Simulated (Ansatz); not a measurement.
A: LaSe (rock salt), a = 6.107 Å, b = 6.107 Å, c = 6.107 Å, α = 90.00°, β = 90.00°, γ = 90.00°
B: CaB$_{6}$ (space group Pm-3m), a = b = c = 4.1478 Å, α = β = γ = 90.00°
C: Sr (fcc, Cu type), a = b = c = 6.0289 Å, α = β = γ = 90.00°
D: W (bcc, W type), a = 3.184 Å, b = 3.184 Å, c = 3.184 Å, α = 90.00°, β = 90.00°, γ = 90.00°

Scan: energy against volume (even scaling of the relaxed cell, symmetry kept). All come from one method, each on a k mesh of its own. All were relaxed with their symmetry unable to fall. LaSe is run without spin polarisation. Spin-orbit coupling is left out. W is run without spin polarisation.

Problem. Rank these by bulk modulus (fitted) (lowest first), as PBE (plane waves to 420 eV, PAW, scalar-relativistic; Ansatz, an electronic-structure program) gives it.

Solution. C (11.6 GPa), A (68.4 GPa), B (149 GPa), D (303 GPa)

(Under strain, the slope of the energy per volume gives the stress and its curvature an elastic modulus.)
